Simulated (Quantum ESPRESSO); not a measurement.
Ru3WTi3Sc, input and log of a self-consistent run

Computed values, not a measurement. The program is pw.x of Quantum ESPRESSO 7.5 (plane-wave density functional theory). The cell is made up: eight metal atoms on a face-centred cubic lattice, with elements, volume, strain and displacements drawn at random and not relaxed, so it may be unstable or far from any real phase. PseudoDojo standard norm-conserving files set the functional (PBE unless stated); there is no spin polarisation or spin-orbit coupling, the Fermi-Dirac width of 0.25 eV means electrons at about 2900 K, and the masses in the input are unused placeholders. Heavy elements are run without spin-orbit coupling, which real alloys of them have. A spin test at this wide smearing found no moment, but such smearing suppresses magnetism that the real alloy may have.

Input:

```
&control calculation='scf', pseudo_dir='./dojo.nc.sr.pbe.v0_5.standard.upf', outdir='./o', disk_io='minimal', tprnfor=.true., tstress=.true. /
&system ibrav=0, nat=8, ntyp=4, nbnd=73, ecutwfc=84.00895049, nosym=.true., tot_charge=0,
 occupations='smearing', smearing='fd', degauss=0.0183746611
/
&electrons conv_thr=1.470e-08, electron_maxstep=70, mixing_beta=0.5 /
ATOMIC_SPECIES
Ru 1.0 Ru.upf
Sc 1.0 Sc.upf
Ti 1.0 Ti.upf
W 1.0 W.upf
CELL_PARAMETERS angstrom
0.0006 2.0757 2.0586
-4.2016 0.0077 -0.009
0.0335 -8.2826 8.2142
ATOMIC_POSITIONS angstrom
Ru 0.0259 -0.0083 0.0262
W 0.0033 -1.9929 2.0545
Ti 0.0 -4.1237 4.0817
Sc 0.0899 -6.2452 6.232
Ti -2.14 0.0202 2.0599
Ti -2.0971 -2.0984 4.0587
Ru -2.0589 -4.1435 6.2127
Ru -2.0633 -6.2358 8.2428
K_POINTS automatic
8 6 2 1 1 1
```

The log is shortened where brackets say so; the opening notice, blank lines, dates and the lines on written files are dropped, and the path of the files is cut. It prints rydbergs, bohrs and kilobars, and counts compression as positive stress. Its total energy is the free energy E - TS of the whole cell.

```
     Program PWSCF v.7.5
     Parallel version (MPI & OpenMP), running on       4 processor cores
     Number of MPI processes:                 4
     Threads/MPI process:                     1
     [start-up lines left out]
     bravais-lattice index     =            0
     lattice parameter (alat)  =       5.5245  a.u.
     unit-cell volume          =     966.8788 (a.u.)^3
     number of atoms/cell      =            8
     number of atomic types    =            4
     number of electrons       =       109.00
     number of Kohn-Sham states=           73
     kinetic-energy cutoff     =      84.0090  Ry
     charge density cutoff     =     336.0358  Ry
     scf convergence threshold =      1.5E-08
     mixing beta               =       0.5000
     number of iterations used =            8  plain     mixing
     Exchange-correlation= PBE
                           (   1   4   3   4   0   0   0)
     [axes and pseudopotential details left out]
   Cartesian axes
     site n.     atom                  positions (alat units)
         1        Ru     tau(   1) = (   0.0088595  -0.0028391   0.0089621  )
         2        W      tau(   2) = (   0.0011288  -0.6817024   0.7027736  )
         3        Ti     tau(   3) = (   0.0000000  -1.4105755   1.3962088  )
         4        Sc     tau(   4) = (   0.0307517  -2.1362675   2.1317523  )
         5        Ti     tau(   5) = (  -0.7320202   0.0069097   0.7046207  )
         6        Ti     tau(   6) = (  -0.7173456  -0.7177903   1.3883413  )
         7        Ru     tau(   7) = (  -0.7042787  -1.4173484   2.1251504  )
         8        Ru     tau(   8) = (  -0.7057838  -2.1330521   2.8195776  )
     number of k points=    48  Fermi-Dirac smearing, width (Ry)=  0.0184
                       cart. coord. in units 2pi/alat
        k(    1) = (  -0.0581732  -0.0002175   0.0889924), wk =   0.0416667
        k(    2) = (  -0.0578209   0.0880238   0.0000181), wk =   0.0416667
     [further k points left out]
     Dense  grid:   100559 G-vectors     FFT dimensions: (  36,  48, 135)
     Estimated max dynamical RAM per process >     350.69 MB
     Estimated total dynamical RAM >       1.30 GB
     Initial potential from superposition of free atoms
     starting charge     108.9898, renormalised to     109.0000
     Starting wfcs are   80 randomized atomic wfcs
     total cpu time spent up to now is        6.2 secs
     per-process dynamical memory:   263.6 Mb
     Self-consistent Calculation
     iteration #  1     ecut=    84.01 Ry     beta= 0.50
     Davidson diagonalization with overlap
     ethr =  1.00E-02,  avg # of iterations =  2.7
     total cpu time spent up to now is       22.7 secs
     total energy              =   -1205.66027421 Ry
     estimated scf accuracy    <       8.00858092 Ry
     iteration #  2     ecut=    84.01 Ry     beta= 0.50
     Davidson diagonalization with overlap
     ethr =  7.35E-03,  avg # of iterations =  5.9
     total cpu time spent up to now is       46.1 secs
     total energy              =   -1204.18871008 Ry
     estimated scf accuracy    <     273.11407053 Ry
     iteration #  3     ecut=    84.01 Ry     beta= 0.50
     Davidson diagonalization with overlap
     ethr =  7.35E-03,  avg # of iterations =  5.4
     total cpu time spent up to now is       65.9 secs
     total energy              =   -1210.00506921 Ry
     estimated scf accuracy    <      38.72322995 Ry
     iteration #  4     ecut=    84.01 Ry     beta= 0.50
     Davidson diagonalization with overlap
     ethr =  7.35E-03,  avg # of iterations =  4.8
     total cpu time spent up to now is       79.3 secs
     total energy              =   -1210.07652026 Ry
     estimated scf accuracy    <      33.19828252 Ry
     iteration #  5     ecut=    84.01 Ry     beta= 0.50
     Davidson diagonalization with overlap
     ethr =  7.35E-03,  avg # of iterations =  1.9
     total cpu time spent up to now is       92.0 secs
     total energy              =   -1210.93888631 Ry
     estimated scf accuracy    <       7.81808337 Ry
     [iterations 6 to 32 left out]
     iteration # 33     ecut=    84.01 Ry     beta= 0.50
     Davidson diagonalization with overlap
     ethr =  1.84E-08,  avg # of iterations =  1.0
     total cpu time spent up to now is      477.0 secs
     total energy              =   -1211.14186919 Ry
     estimated scf accuracy    <       0.00003467 Ry
     iteration # 34     ecut=    84.01 Ry     beta= 0.50
     Davidson diagonalization with overlap
     ethr =  1.84E-08,  avg # of iterations =  1.0
     total cpu time spent up to now is      488.4 secs
     total energy              =   -1211.14186960 Ry
     estimated scf accuracy    <       0.00001324 Ry
     iteration # 35     ecut=    84.01 Ry     beta= 0.50
     Davidson diagonalization with overlap
     ethr =  1.21E-08,  avg # of iterations =  1.0
     total cpu time spent up to now is      498.1 secs
     total energy              =   -1211.14187016 Ry
     estimated scf accuracy    <       0.00000127 Ry
     iteration # 36     ecut=    84.01 Ry     beta= 0.50
     Davidson diagonalization with overlap
     ethr =  1.17E-09,  avg # of iterations =  3.0
     total cpu time spent up to now is      511.5 secs
     total energy              =   -1211.14187020 Ry
     estimated scf accuracy    <       0.00000013 Ry
     iteration # 37     ecut=    84.01 Ry     beta= 0.50
     Davidson diagonalization with overlap
     ethr =  1.19E-10,  avg # of iterations =  5.1
     total cpu time spent up to now is      527.4 secs
     End of self-consistent calculation
     [lines on levels left out]
!    total energy              =   -1211.14187021 Ry
     estimated scf accuracy    <          8.6E-09 Ry
     smearing contrib. (-TS)   =      -0.17729929 Ry
     internal energy E=F+TS    =   -1210.96457092 Ry
     The total energy is F=E-TS. E is the sum of the following terms:
     one-electron contribution =    -372.48485333 Ry
     hartree contribution      =     232.31754093 Ry
     xc contribution           =    -203.41044487 Ry
     ewald contribution        =    -867.38681365 Ry
     convergence has been achieved in  37 iterations
     Forces acting on atoms (cartesian axes, Ry/au):
     atom    1 type  1   force =    -0.00238666   -0.01231243    0.01202669
     atom    2 type  4   force =    -0.00527316   -0.00889913    0.00325541
     atom    3 type  3   force =    -0.00069968   -0.02445531    0.01621259
     atom    4 type  2   force =    -0.00494380   -0.00886996    0.00919488
     atom    5 type  3   force =     0.00679550    0.03580929   -0.02916697
     atom    6 type  3   force =     0.00067991    0.01212956   -0.00709596
     atom    7 type  1   force =     0.00315595    0.02455832   -0.02455865
     atom    8 type  1   force =     0.00267195   -0.01796034    0.02013200
     Total force =     0.076138     Total SCF correction =     0.000190
     Computing stress (Cartesian axis) and pressure
          total   stress  (Ry/bohr**3)                   (kbar)     P=     -143.87
  -0.00106791  -0.00000085  -0.00000068         -157.10       -0.12       -0.10
  -0.00000085  -0.00090551   0.00020451           -0.12     -133.20       30.08
  -0.00000068   0.00020451  -0.00096060           -0.10       30.08     -141.31
     init_run     :      5.73s CPU      6.01s WALL (       1 calls)
     electrons    :    509.70s CPU    521.23s WALL (       1 calls)
     forces       :      2.31s CPU      2.31s WALL (       1 calls)
     stress       :      7.40s CPU      7.40s WALL (       1 calls)
     [timing details left out]
     PWSCF        :   8m45.35s CPU   8m57.21s WALL
     JOB DONE.
```

In other units: free energy -16478.425 eV for the cell, pressure -14.39 GPa, largest force component 0.921 eV/Å in size. The run took 539 s of wall time with four MPI processes on a shared machine (Intel Xeon, 2023 or later, virtual cores), so the time is rough. A rerun of this cell at a higher cutoff and on a denser mesh moved values by no more than 0.005 eV in energy, 0.06 GPa in stress and 0.004 eV/Å in force, and a second program with other atomic files agreed on that cell to 2 % rms in force and 0.5 GPa in pressure.